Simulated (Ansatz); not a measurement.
**What DFT gives for CaSeN4**

```
CELL_PARAMETERS angstrom
5.34809 0.51293 -0.88980
-0.45605 5.79916 0.72135
0.04946 0.73435 7.56945
ATOMIC_POSITIONS crystal
Ca 0.75168 0.15428 0.90267
Ca 0.18709 0.08579 0.57517
Se 0.05459 0.65250 0.91118
Se 0.93439 0.75701 0.29017
N 0.66957 0.93166 0.49015
N 0.41229 0.75032 0.31760
N 0.58266 0.43950 0.51912
N 0.43174 0.33251 0.26196
N 0.99329 0.36236 0.20557
N 0.56510 0.67932 0.05185
N 0.28523 0.11628 0.06805
N 0.54760 0.64010 0.73648
```

The numbers come from plane-wave PAW DFT (Ansatz): PBE, no spin polarisation, 420 eV, 4×3×3 (shifted by 0, 0.5, 0 steps) k points, fermi-dirac occupations (width 0.1 eV). Nothing was relaxed.

Task: What is the formation energy?

Result: 2.58 eV an atom against the elements' usual phases (free molecules for gases, crystals otherwise, with no correction for O₂ or N₂), so at this geometry it isn't bound against them. Relaxing would lower it.

Task: Which element gives electrons and which takes them?

Result: Bader charges in e: Ca +1.55, Se -0.16 to +0.28, N -0.57 to -0.15. In the mean Ca gives up most and N takes most.

Task: Is there a gap?

Result: It is a metal, with about 11 states/eV a cell as the mean within 0.25 eV of the Fermi level, mostly N p (76 %) and Se p (17 %).

Task: Is the cell too large or too small?

Result: The pressure is -19.0 GPa (compression positive), so with the atoms held at these fractions the cell would first shrink; the forces are large, so a full relaxation may end otherwise. The principal stresses -21.5, -18.2, -17.3 GPa differ, so its shape would change too.

Origin: a disordered cell, so it need not be a known compound. Caveats: many states at the Fermi level without spin polarisation, so a magnetic state may lie lower; the k mesh is coarse if the cell is a metal; atoms or cell far from equilibrium.
